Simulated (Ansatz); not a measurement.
MgS (rock salt, Fm-3m), the program Ansatz at the PBEsol level (PAW). The conduction-band minimum lies at X, with 3 equivalent valleys. Second derivatives d²E/dk² of the lowest band at one valley (eV·Å²), along Cartesian directions:

| direction | d²E/dk² |
|---|---|
| [100] | 14.42 |
| [010] | 26.35 |
| [001] | 26.35 |
| [110] | 20.38 |
| [101] | 20.38 |
| [011] | 26.31 |

Find the principal effective masses, the density-of-states mass and the conductivity mass.

Off-diagonal terms follow from H_xy = H[110] − (H_xx + H_yy)/2, and m*/mₑ = 7.620 eV·Å² over each eigenvalue: 0.29, 0.29, 0.53. One valley's DOS mass (m₁m₂m₃)^(1/3) = 0.35, conductivity mass 3/(Σ 1/mᵢ) = 0.34 mₑ.

What effective density of states Nc follows at 300 K for parabolic valleys?

Nc = 2.509e19 × 3 × (0.35)^(3/2) ≈ 1.6e19 cm⁻³.

With the computed static dielectric constant 14.8 (mean of the diagonal), estimate a hydrogenic donor's binding energy and radius.

E = 13.606 eV × 0.34/14.8² ≈ 21 meV; a = 0.529 Å × ε/m* ≈ 23 Å. Semilocal masses tend to be too small where the gap is.

With ε∞ = 5.53 and ω_LO = 397 cm⁻¹, what Fröhlich coupling constant follows?

α = (1/ε∞ − 1/ε0) √(m* × 13.606 eV/ħω_LO) = 1.1.

Symmetry was held in the PBEsol relaxation; phonons on a q-mesh show no instability. The volume moved by -30 % from the start of the relaxation.

Potentials: the later of the program's two PAW sets.
